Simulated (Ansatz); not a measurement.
How Hf (P6_3/mmc) stiffens under pressure

```xyz
2
Lattice="3.1581 0.0000 0.0000 -1.5791 2.7350 0.0000 0.0000 0.0000 5.0042" Properties=species:S:1:pos:R:3 pbc="T T T"
Hf    0.0000    1.8233    1.2511
Hf    1.5791    0.9117    3.7532
```

This is the zero-pressure cell. At each pressure cell and atoms are relaxed in this structure, and the constants are slopes of the stress at strains of ±0.005 with relaxed ions (the coefficients that govern stability under load). Level: PBEsol, PAW on Ansatz 0.2.0's default frozen-core files (fitted under PBE), scalar-relativistic; k mesh 18×18×10, strains of ±0.005, Fermi-Dirac smearing of 0.100 eV, cutoff 420 eV. P is the pressure of the relaxed cell, less that of this one.

```csv
P (GPa),V/V₀,C11 (GPa),C12 (GPa),C13 (GPa),C33 (GPa),C44 (GPa)
0.00,1.0000,182.0,79.2,72.4,206.8,48.6
0.98,0.9915,186.0,82.1,75.0,212.1,48.7
1.99,0.9830,190.2,85.1,77.8,217.4,48.8
4.00,0.9671,198.1,91.0,83.3,227.8,48.8
6.99,0.9453,209.4,99.7,91.4,242.7,48.6
9.98,?,?,?,?,?,?
14.98,0.8957,237.1,122.6,113.2,280.3,47.2
```

Task: Does the bulk modulus from the constants agree with the pressure-volume curve?

Result: A third-order Birch-Murnaghan fit to the volumes shown (F against f, f = [(V₀/V)^(2/3) − 1]/2) gives B₀ = 113.0 GPa and B′ = 3.4. Its −V dP/dV stands beside the Reuss value 1/ΣS_ij (i, j ≤ 3):

```csv
P (GPa),from P(V),from the constants
0.00,113.0,113.0
0.98,116.3,116.3
1.99,119.7,119.7
4.00,126.3,126.3
6.99,136.0,136.0
14.98,160.9,160.9
```

Task: What are the pressure derivatives at zero pressure?

Result: Slopes at V₀ of quadratic fits in −ln(V/V₀) through the first four rows shown, divided by B₀: dC11/dP = 4.2, dC12/dP = 3.0, dC13/dP = 2.7, dC33/dP = 5.4, dC44/dP = 0.1. The mean slopes up to 2.0 GPa are 4.1, 3.0, 2.7, 5.3, 0.1; curvature and scatter of the constants part the two.

Task: Fill the row at 9.98 GPa.

Result: Cubic fits in −ln(V/V₀) through all rows shown give C11 = 220.2, C12 = 108.4, C13 = 99.6, C33 = 257.2, C44 = 48.2 GPa. Computed: V/V₀ = 0.9254, C11 (GPa) = 220.1, C12 (GPa) = 108.4, C13 (GPa) = 99.6, C33 (GPa) = 257.2, C44 (GPa) = 48.3.

Task: Does a shear stiffness soften?

Result: C44 goes from 48.6 to 47.2 GPa, through a maximum of 48.8 near 4 GPa; (C11 − C12)/2 goes from 51.4 to 57.2 GPa. Neither ends more than 3 % under its start, and the lattice stays mechanically stable over this range.

Keep in mind: no other phase was computed; many crystals of this kind change structure within this range, and rows or crossings beyond such a change describe a metastable lattice; frozen-core PAW files fitted under PBE, their cores solved anew for the functional of the run; responses of metals move with mesh and smearing; no spin-orbit coupling on heavy atoms; elastic stability says nothing of phonons or of other phases; phonons weren't checked at these pressures.
